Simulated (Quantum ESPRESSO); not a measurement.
# Strain and stress in Ge7

Calculated results; nothing here was measured. They come from pw.x of Quantum ESPRESSO 7.5, a plane-wave density functional program, with PseudoDojo standard norm-conserving files (v0.5 for PBE, v0.4.1 for LDA and PBEsol). The cells are made up: elements, strain and atom displacements were drawn at random, and nothing was relaxed. There is no spin polarisation, spin-orbit coupling or dispersion term.

The cell has 8 sites of a zincblende or diamond lattice. Sites 1 to 4 hold Ge Ge Ge empty; sites 5 to 8 hold Ge Ge Ge Ge. Cell vectors in Å: (5.594, -0.016, 0.000); (-0.016, 5.594, 0.000); (0.000, 0.000, 5.594). Settings: PBE, cutoff 1061 eV, 6 x 6 x 6 k mesh shifted by half a step, Fermi-Dirac smearing of 0.1 eV.

Each run adds a shear xy (given as the tensor component) to one cell, with the atoms carried along; the vectors above are those of run 3. Stress is positive in tension and P is minus a third of its trace. E is the free energy for each atom above the lowest run shown.

| run | strain (%) | s_xx (GPa) | s_yy (GPa) | s_zz (GPa) | s_xy (GPa) | P (GPa) | E (meV/atom) |
| --- | --- | --- | --- | --- | --- | --- | --- |
| 1 | -2.16 | -3.82 | -4.44 | -3.88 | -3.31 | 4.05 | 13.50 |
| 2 | -0.59 | -3.59 | -4.21 | -3.71 | -1.35 | 3.83 | 1.82 |
| 3 | -0.28 | -3.56 | -4.19 | -3.69 | -0.97 | 3.81 | 0.68 |
| 5 | 0.98 | -3.55 | -4.17 | -3.69 | 0.60 | 3.80 | 0.00 |
| 6 | 1.32 | -3.56 | -4.19 | -3.71 | 1.02 | 3.82 | 0.92 |
| 7 | 1.86 | -3.61 | -4.24 | -3.76 | 1.69 | 3.87 | 3.34 |
| 4 | 0.76 | ? | ? | ? | ? | ? | ? |

A rerun of one of these cells at 1347 eV and k mesh 8 x 8 x 8 moved values by no more than 0.006 eV in the cell's energy, 0.02 GPa in stress and 0.003 eV/Å in force.

## Worked fit

A parabola through the six runs shown gives s_xy = -0.62 + 1.24 e - 0.001 e² GPa, with e in per cent and a scatter of 0.01 GPa. The slope is a stiffness of 124 ± 1 GPa for each unit of this strain at e = 0, twice a shear constant under the stress shown, since the tensor component is half the shear angle. The atoms are clamped, and relaxing them would in general lower it. The error is the larger of the fit's own and the change that a cubic makes, rounded up.

## Withheld run

Question: what s_xy should run 4 give?

The fit gives 0.32 GPa. The calculation gave 0.33 GPa.

```
run  strain (%)  s_xx (GPa)  s_yy (GPa)  s_zz (GPa)  s_xy (GPa)  P (GPa)  E (meV/atom)
  4        0.76       -3.54       -4.17       -3.69        0.33     3.80         -0.32
```